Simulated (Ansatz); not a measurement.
AgRh:
```cif
data_AgRh
_chemical_formula_sum 'Rh1 Ag1'
_space_group_name_H-M_alt 'P4/mmm'
_space_group_IT_number 123
_space_group_name_Hall '-P 4 2'
_cell_length_a 2.70371
_cell_length_b 2.70371
_cell_length_c 4.21703
_cell_angle_alpha 90.000
_cell_angle_beta 90.000
_cell_angle_gamma 90.000
loop_
_atom_site_label
_atom_site_type_symbol
_atom_site_symmetry_multiplicity
_atom_site_Wyckoff_symbol
_atom_site_fract_x
_atom_site_fract_y
_atom_site_fract_z
_atom_site_occupancy
Rh1 Rh 1 a 0.00000 0.00000 0.00000 1
Ag1 Ag 1 d 0.50000 0.50000 0.50000 1
```

Relaxed at zero pressure with r²SCAN in the plane-wave PAW code Ansatz.

Question: The volume is lowered by 6 % and shape and atoms relax at that volume. What pressure results, and how do the axes share the change?

Answer: 12.3 GPa; a -1.7 %, b -1.7 %, c -2.8 %; the energy rises by 33 meV/atom.

Question: Give the new structure.

Answer: 
Space group P4/mmm (No. 123); a = b = 2.6591 Å, c = 4.0982 Å, α = β = γ = 90.00°

```csv
atom,site,symmetry,x,y,z
Rh,1a,4/mmm,0.0000,0.0000,0.0000
Ag,1d,4/mmm,0.5000,0.5000,0.5000
```

The phase is kept; no other phase was compared at this pressure.

The start of the workflow was typed in or built on a structure type; neither database checked (COD, Materials Project) lists it. Its standing as an ambient phase is unchecked. Symmetry was held in the r²SCAN relaxation; its stability against distortions is not shown here. The run is not spin-polarised. Its formation energy is positive at this level, so the cell may be metastable or incomplete. Axis ratios of metals converge slowly with the k-mesh, so a and c are less sure than the volume.

Potentials: the earlier of the program's two PAW sets.
